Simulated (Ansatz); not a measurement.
La (hcp (Mg type), P6_3/mmc) at seven volumes, PBEsol in the plane-wave PAW code Ansatz, shape and atoms relaxed at each. One row is withheld.

```csv
V (Å³/atom),P (GPa)
31.426,2.58
32.462,?
33.498,0.83
34.534,0.00
35.570,-0.78
36.606,-1.48
37.642,-2.13
```

Fit the shown pressures and predict the withheld one.

Third-order Birch–Murnaghan: P = (3/2)B₀(x^(7/2) − x^(5/2))[1 + (3/4)(B′ − 4)(x − 1)] with x = (V₀/V)^(2/3). Least squares on the six rows gives V₀ = 34.534 Å³/atom, B₀ = 26.34 GPa, B′ = 1.15. At V = 32.462, x = 1.0421 and P = 1.68 GPa. The run itself gave 1.68 GPa.

The workflow started from an entry of the Crystallography Open Database (COD). Its sites differ from those of the usual phase in this space group: another stacking or structure type. The cell was relaxed with PBEsol under the symmetry of its start; whether a distortion lowers the energy is not shown. Scalar-relativistic: spin–orbit coupling is off unless named, which matters more the heavier the elements.

Potentials: the earlier of the program's two PAW sets. The files were generated under PBE; for other functionals the program regenerates the frozen cores, and for LDA and PBEsol the local potential too.
